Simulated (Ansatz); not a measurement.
Si₃P₄ in space group P6_3/m (No. 176; Si on 6h, P on 6h, P on 2c) at seven volumes, DFT-PBE in the program Ansatz with PAW potentials, shape and atoms relaxed at each. One row is withheld.

```tsv
V (Å³/atom)	P (GPa)
19.854	8.50
20.508	5.29
21.163	2.46
21.817	0.00
22.472	?
23.126	-3.86
23.781	-5.35
```

Task: Fit the shown pressures and predict the withheld one.

Result: Third-order Birch–Murnaghan: P = (3/2)B₀(x^(7/2) − x^(5/2))[1 + (3/4)(B′ − 4)(x − 1)] with x = (V₀/V)^(2/3). Least squares on the six rows gives V₀ = 21.826 Å³/atom, B₀ = 74.42 GPa, B′ = 4.01. At V = 22.472, x = 0.9807 and P = -2.05 GPa. The run itself gave -2.10 GPa.

A made-up cell: these elements were put on the sites of a structure type; neither database checked (COD, Materials Project) lists it. Whether it is the stable phase at ambient conditions was not checked. The PBE relaxation kept the symmetry of its start; its stability against distortions is not shown here.

Potentials: the earlier of the program's two PAW sets.
